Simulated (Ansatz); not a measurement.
Values for one crystal, relaxed and computed with DFT-PBE in the program Ansatz with PAW potentials; other levels are named.

| Item | Result |
|---|---|
| Volume per atom | 26.54 Å³ |
| Band gap | 1.14 eV (indirect) |
| Smallest direct gap on the standard path | 1.69 eV |
| Valence-band maximum | at Γ |
| Conduction-band minimum | at L (3 equivalent valleys) |
| Formation energy from the elements (no fitted shifts) | -1.57 eV/atom |

### Question
Pick the material that matches.
A. CsSnBr3, cubic perovskite
B. GaN, zinc blende
C. ZrS2, CdI2 type
D. BeS, zinc blende

### Answer
C, ZrS2, CdI2 type

Space group P-3m1 (CdI2 type). Symmetry was held in the PBE relaxation. The run is not spin-polarised. The volume lies over 15 % above that of the usual cell of this phase: another minimum, or an error of the functional. A crystal of weakly bound layers computed without a dispersion correction: the cell and the soft elastic constants depend strongly on that. The references are the lowest solids computed at this level, not always the standard phases. Spin–orbit coupling is left out wherever it is not named.

Potentials: the later of the program's two PAW sets.
